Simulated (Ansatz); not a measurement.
Y (hcp (Mg type), space group No. 194) under volume change, DFT-r²SCAN in the program Ansatz with PAW potentials, shape and atoms relaxed at each volume.

| V (Å³/atom) | E − E(relaxed) (meV/atom) | P (GPa) |
|---|---|---|
| 30.480 | 39.5 | 4.47 |
| 31.485 | 16.8 | 2.80 |
| 32.489 | 4.0 | 1.31 |
| 33.494 | 0.0 | 0.00 |
| 34.499 | 3.7 | -1.16 |
| 35.504 | 14.2 | -2.18 |
| 36.509 | 30.8 | -3.07 |

Problem. What does a third-order Birch–Murnaghan fit give for V₀, B₀ and B′?

Solution. V₀ = 33.49 Å³/atom, B₀ = 41.0 GPa, B′ = 3.1.

Space group P6_3/mmc (hcp (Mg type)). The r²SCAN relaxation kept the symmetry of its start; of distortions, only those at the zone centre were tested. No spin polarisation was allowed.

Potentials: the later of the program's two PAW sets.
